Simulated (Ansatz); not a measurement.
## Run record: CuSn$_{3}$S$_{8}$

System: CuSn$_{3}$S$_{8}$, a cell of a measured crystal with one cation replaced (not relaxed); the cell holds 12 atoms. One Sn of COD entry 7038070 is replaced by Cu, with no charge compensation.

All numbers below come from DFT, PBE+U, PAW, plane waves, scalar-relativistic in Ansatz.

Input file:

```yaml
crystal:
  lattice:
    - [7.21339669, 0.0, 0.0]
    - [-3.60669834, 6.24698478, 0.0]
    - [0.0, 0.0, 5.544]
  atoms:
    - { symbol: Cu, position: [0.0, 0.0, 0.0] }
    - { symbol: Sn, position: [0.0, 0.5, 0.0] }
    - { symbol: Sn, position: [0.5, 0.0, 0.0] }
    - { symbol: Sn, position: [0.5, 0.5, 0.0] }
    - { symbol: S, position: [0.16666667, 0.33333333, 0.7369] }
    - { symbol: S, position: [0.16666667, 0.83333333, 0.7369] }
    - { symbol: S, position: [0.66666667, 0.33333333, 0.7369] }
    - { symbol: S, position: [0.66666667, 0.83333333, 0.7369] }
    - { symbol: S, position: [0.33333333, 0.16666667, 0.2631] }
    - { symbol: S, position: [0.33333333, 0.66666667, 0.2631] }
    - { symbol: S, position: [0.83333333, 0.16666667, 0.2631] }
    - { symbol: S, position: [0.83333333, 0.66666667, 0.2631] }
hamiltonian:
  xc: pbe
  pseudopotentials: { kind: paw }
  hubbard: { sites: [{ species: Cu, l: d, u_eff: 4.0 }] }
basis:
  ecutwfc: 420
kpoints:
  mp_grid: { grid: [2, 2, 3] }
scf:
  occupations: { method: gaussian, width: 0.01 }
  lower_state_search: "off"
output:
  forces: true
  stress: true
```

Launched as:
```sh
ansatz run input.yaml --threads 4 --pin off --max-ram 9216MiB --backend cpu --events-out ev --progress --plain --runs-dir out
```

What the program printed (shortened):

```
Cu: projections on atomic orbitals take those of the free atom [Ne] 3s2 3p6 3d10 4s1, of charge +0.00 (hamiltonian.pseudopotentials.projection_atoms); the dataset's partial waves leave at most 2.0e-6 of an orbital's norm unspanned inside its sphere
Sn: projections on atomic orbitals take those of the free atom [Kr] 4d10 5s2 5p2, of charge +0.00 (hamiltonian.pseudopotentials.projection_atoms); the dataset's partial waves leave at most 5.0e-6 of an orbital's norm unspanned inside its sphere
S: projections on atomic orbitals take those of the free atom [Ne] 3s2 3p4, of charge +0.00 (hamiltonian.pseudopotentials.projection_atoms); the dataset's partial waves leave at most 1.6e-7 of an orbital's norm unspanned inside its sphere
Pseudopotentials: kind: paw
Pseudopotential: Cu, paw, valence charge 19, recommended cutoff 420 eV (normal), Cu.paw.azcp
Pseudopotential: Sn, paw, valence charge 14, recommended cutoff 420 eV (normal), Sn.paw.azcp
Pseudopotential: S, paw, valence charge 6, recommended cutoff 420 eV (normal), S.paw.azcp
Functional definition: PBE
Crystal: 12 atoms, lattice volume = 249.824 Å³
Basis set: ecut = 420 eV, 4843 PW (Γ), exchange–correlation on 100×100×80 points (8 copies of the dense FFT grid, shifted against one another)
Bands: 67, of which v1, the nominal top of the filled ones, is band 55 counted from 1 (54 counted from 0)
Symmetry: 12 space group operations
Space group: P-3m1 (ITA 164), of the structure as read, at distance tolerance 6.3e-5 Å
k-points: 4 of 12
Non-local potential: Cu, projectors of the file, l = 0: 3, l = 1: 2, l = 2: 3, l = 3: 1
Non-local potential: Sn, projectors of the file, l = 0: 2, l = 1: 2, l = 2: 2, l = 3: 2
Non-local potential: S, projectors of the file, l = 0: 2, l = 1: 2, l = 2: 2
Initial density: superposition of atomic densities (chi_scale 0.1, normalization cell, long waves of neutral atoms under a Hubbard term (reshape's long-wave potential 0.06 eV rms, cloud 2.44 Å wide))
Initial wavefunctions: pseudopotential atomic-orbital guess
Functional: x = pbe(κ = 0.804, μ = 0.2195149727645171), c = pbe(β = 0.06672455060314922)
iter 1 solved again at ethr=2.74e-3 eV; its pass at ethr=3.10e-3 eV (dr2=2.98e0 eV) is discarded
SCF iter   1: F=—  HF=-31915.479161 eV  |F-HF|=—  |Δ(HF+E_count)|=         —  Δρ=3.35e-2  dr2=3.01e0  ethr=2.74e-3  ⟨swp⟩=2.5  Hψ=1398  notcnv=0
preconditioner: auto → Resta (q_TF=auto, 2.376 Å⁻¹)  ε∞=3.8  [insulator: Δε(μ)=0.062 eV  Ē_g=14.065 eV  σ=0.010 eV  W_gap=0.67  n_scr=58 (ndim 8)  ℏωp=23.6 eV  f_vac=0.001  D(μ)=25.71/eV (n_scr^D=330)  ε∞_Penn≈3.8]
SCF iter   2: F=—  HF=-31914.996964 eV  |F-HF|=—  |Δ(HF+E_count)|=   4.82e-1  Δρ=2.14e-2  dr2=8.50e-1  ethr=2.74e-3  ⟨swp⟩=2.0  Hψ=363  notcnv=0
SCF iter   3: F=—  HF=-31915.424620 eV  |F-HF|=—  |Δ(HF+E_count)|=   4.28e-1  Δρ=3.61e-2  dr2=2.28e0  ethr=7.79e-4  ⟨swp⟩=2.0  Hψ=548  notcnv=0  defer=32  recentre
SCF iter   4: F=—  HF=-31914.925805 eV  |F-HF|=—  |Δ(HF+E_count)|=   4.99e-1  Δρ=6.58e-3  dr2=8.03e-2  ethr=7.79e-4  ⟨swp⟩=2.0  Hψ=548  notcnv=0  defer=32
SCF iter   5: F=—  HF=-31914.921556 eV  |F-HF|=—  |Δ(HF+E_count)|=   4.25e-3  Δρ=1.50e-3  dr2=5.56e-3  ethr=7.37e-5  ⟨swp⟩=2.0  Hψ=418  notcnv=0  defer=32
SCF iter   6: F=—  HF=-31914.923098 eV  |F-HF|=—  |Δ(HF+E_count)|=   1.54e-3  Δρ=8.19e-4  dr2=1.50e-3  ethr=5.10e-6  ⟨swp⟩=2.0  Hψ=339  notcnv=0  defer=32
SCF iter   7: F=—  HF=-31914.923734 eV  |F-HF|=—  |Δ(HF+E_count)|=   6.35e-4  Δρ=1.65e-4  dr2=5.88e-5  ethr=1.37e-6  ⟨swp⟩=2.0  Hψ=353  notcnv=0  defer=32
SCF iter   8: F=—  HF=-31914.923711 eV  |F-HF|=—  |Δ(HF+E_count)|=   2.28e-5  Δρ=8.66e-5  dr2=1.59e-5  ethr=5.39e-8  ⟨swp⟩=2.0  Hψ=334  notcnv=0  defer=32
SCF iter   9: F=—  HF=-31914.923719 eV  |F-HF|=—  |Δ(HF+E_count)|=   7.72e-6  Δρ=1.66e-5  dr2=6.98e-7  ethr=1.46e-8  ⟨swp⟩=2.0  Hψ=357  notcnv=0  defer=32
SCF iter  10: F=—  HF=-31914.923719 eV  |F-HF|=—  |Δ(HF+E_count)|=   3.11e-7  Δρ=8.65e-6  dr2=1.86e-7  ethr=6.40e-10  ⟨swp⟩=2.2  Hψ=384  notcnv=0  defer=32
SCF iter  11: F=-31914.923719 eV  HF=-31914.923719 eV  |F-HF|=4.19e-9  |Δ(HF+E_count)|=   5.82e-8  Δρ=2.06e-6  dr2=1.23e-8  ethr=9.17e-11  ⟨swp⟩=4.0  Hψ=828  notcnv=0
the last iteration of the SCF fills more bands at one k-point than at another: 53 at k=0 and 55 at k=3 (a band counts as filled where it holds over half of its capacity, the bands of one level by their mean; [...]
SCF 1 converged in 11 iterations: F = -31914.923719 eV  dr2 = 1.23e-8
  greatest PAW one-centre occupation: 1.000 electrons in one spin orbital (limit 2), on the Cu atom at site 0 (counted from 0), in its partial waves of l = 0
SCF converged after 11 iterations
Free energy (F): -31914.923719 eV
Harris-Foulkes:  -31914.923719 eV  (|F-HF|=4.19e-9)
Internal energy: -31914.922433 eV  (E = F + TS)
E sigma→0 (E₀):  -31914.923076 eV
Entropy (-TS):   -0.001286 eV (-0.107 meV/atom)
Fermi energy:    7.330227 eV
--- Per-component energies (eV) ---
  E_band       = -835.061271
  E_kinetic    = 1712.364018
  E_local      = -10887.356234  (includes V_loc(G=0)·N_el)
  E_nonlocal   = 533.772288
  E_hartree    = 5255.652459
  E_xc         = -2004.965766
  E_vxc        = -1092.895770  (∫ρ·V_xc dr)
  E_hubbard    = 0.658982  (on-site DFT+U / exact-exchange correction)
  E_vhub       = -17.967732  (the Hubbard potential's part of the band-sum identity)
  E_paw        = -18897.397363  (= ΣΔE_a)
  E_vpaw       = -1594.293326  (= ΣTr[D̂ρ^β])
  E_aug_tail   = 0.000258  (compensation charges beyond the density's cutoff)
  E_ewald      = -7627.651077
  E_smearing   = -0.001286  (= −TS)
  E_closure    = -0.000000  (closes the sum)
  Σ components = -31914.923719   (vs F -31914.923719, Δ=0.00e0)
--- Forces (eV/Å), atoms counted from 1 ---
  atom   1  Cu     0.00000000     0.00000000    -0.00000000
  atom   2  Sn    -0.00000000     0.00000000    -0.00000000
  atom   3  Sn     0.00000000     0.00000000     0.00000000
  atom   4  Sn     0.00000000     0.00000000     0.00000000
  atom   5  S     -0.00000000    -0.50950122     0.33279128
  atom   6  S     -0.44124100     0.25475061     0.33279128
  atom   7  S      0.00000000     0.00000000    -0.48833947
  atom   8  S      0.44124100     0.25475061     0.33279128
  atom   9  S     -0.44124100    -0.25475061    -0.33279128
  atom  10  S     -0.00000000    -0.00000000     0.48833947
  atom  11  S      0.44124100    -0.25475061    -0.33279128
  atom  12  S      0.00000000     0.50950122    -0.33279128
  max |Σ_I F_I| component: 2.22e-16 eV/Å
--- Stress (GPa, compression-positive) ---
        3.284852      -0.000000       0.000000
       -0.000000       3.284852      -0.000000
        0.000000      -0.000000       2.786226
  P = ⅓ Tr σ = 3.1186 GPa (31.186 kbar)
```

A static U favours moments and orbital order; the result depends on U and need not be the measured state. With one magnetic atom in the cell its copies can only be parallel; orders in a larger cell may lie lower.

The run took 1 s on 4 threads of AMD EPYC 9R45 96-Core Processor (Zen 5) (shared host), peak memory 0.71 GiB.
